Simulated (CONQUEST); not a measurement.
CONQUEST run on PbSe (I4/mmm, 8 atoms in the cell; from Materials Project mp-2201, changed as shown): self-consistent single point.

All values come from this method and carry its errors: LDA (PW92), numerical atomic orbitals double-zeta with polarisation (the shipped basis), PseudoDojo norm-conserving potentials made for LDA (CONQUEST 1.3).

The change in words: lattice vector b scaled by 0.98. Reference geometry (Fm-3m):
```
PbSe
1.0
    6.18165     0.00000     0.00000
    0.00000     6.18165     0.00000
    0.00000     0.00000     6.18165
Pb Se
4 4
Direct
  0.00000   0.00000   0.00000
  0.00000   0.50000   0.50000
  0.50000   0.00000   0.50000
  0.50000   0.50000   0.00000
  0.50000   0.00000   0.00000
  0.50000   0.50000   0.50000
  0.00000   0.00000   0.50000
  0.00000   0.50000   0.00000
```

Reference input (self-consistent single point, DFT, LDA (PW92), numerical atomic orbitals double-zeta with polarisation (the shipped basis), PseudoDojo norm-conserving potentials made for LDA): basis = DZP; Diag.MPMeshX, Y, Z = 4 4 4; potentials = PseudoDojo norm-conserving LDA; Grid.GridCutoff = 140 Ha; DM.SolutionMethod = diagon; Diag.SmearingType = 1; Diag.kT = 0.001837 Ha; Diag.GammaCentred = true; Diag.MPOrder = 0; minE.SCTolerance = 1.0e-06; SC.MaxIters = 100; SC.LinearMixingFactor = 0.3. This run's input differs from it in these lines:

```diff
@@ -33,3 +33,3 @@
     11.681625498      0.000000000      0.000000000
-     0.000000000     11.681625498      0.000000000
+     0.000000000     11.447992988      0.000000000
      0.000000000      0.000000000     11.681625498
```

Output, abridged:

```
    new_SC_potl: Starting.  Tolerance:  0.10000E-05

    PulayMixSC: Starting Pulay mixing, A_up =  0.300 A_dn =  0.300
    PulayMixSC: Spin non-polarised calculation.
    PulayMixSC: with Kerker preconditioning, q0 =  0.100
          Harris-Foulkes Energy            :      -765.878784017407725 Ha
          (TS=0 as O(N) or entropic contribution is negligible)
          DFT Total Energy                 :      -765.765176127391669 Ha
          Total number of electrons        :       120.000000000002530
    PulayMixSC: Pulay iteration     1 residual:              0.91036E-03
   [... lines left out ...]
          Total number of electrons        :       120.000078280114707
    PulayMixSC: Pulay iteration     7 residual:              0.13837E-05
          Harris-Foulkes Energy            :      -765.828367311788043 Ha
          GroundState Energy (kT --> 0)    :      -765.828367318255459 Ha
          Free Energy (E-TS)               :      -765.828367324722763 Ha
          DFT Total Energy                 :      -765.828367311896159 Ha
          Total number of electrons        :       120.000078481297194
    PulayMixSC: Pulay iteration     8 residual:              0.64210E-07
    PulayMixSC: Reached SCF tolerance of  0.64210E-07 after      8 iterations
      | Number of electrons      =       120.000078
      |* band energy as 2Tr[K.H] =      -122.787463475049236 Ha
      |  screened ion-ion energy =      -582.648688571540220 Ha
      |  Ha correction           =         0.853157266067432 Ha
      |  XC correction           =       -61.245372530085739 Ha
      | GS Energy with kT -> 0   =      -765.828367318255459 Ha
      | Free Energy as E-TS      =      -765.828367324722763 Ha
      |* Harris-Foulkes energy   =      -765.828367311788043 Ha
      |* DFT total energy        =      -765.828367311896159 Ha
      |  estimated accuracy      =         0.000000000108116 Ha

    force: Forces on atoms (Ha/a0)
    force:  Atom   X              Y              Z
    force:     1   0.0000000000  -0.0000000000   0.0000000000
   [... zero for the other atoms too ...]

    force: Maximum force :        0.00000000(Ha/a0) on atom         5 in z direction
    force: Force Residual:        0.00000000 Ha/a0
    force: Total stress:          2.85662460    -0.08082998     2.85662460 GPa
    force: Average pressure:     -1.87747307 GPa

    force: Finished force
    get_E_and_F: Change in energy during last step of electronic optimisation:  0.95960E-07
```

The run converged in 8 iterations. CONQUEST prints the stress tensor with tension positive. Against the reference run the free energy drops by 6.0 meV/atom, the pressure goes from -3.04 to -1.88 GPa and the gap on the mesh goes from 0.384 to 0.317 eV.

Spin-orbit coupling is left out, which matters for bands and gaps with elements this heavy. The program uses no crystal symmetry, so grid and mesh can part values that symmetry would make equal. The atom-centred basis is finite, which shifts total energies, pressures and gaps against plane waves. The structure comes from a collection of computed structures, made at another level of theory; the collection holds predicted forms beside known ones.

Cost on one core: around 90 core-seconds (rough).
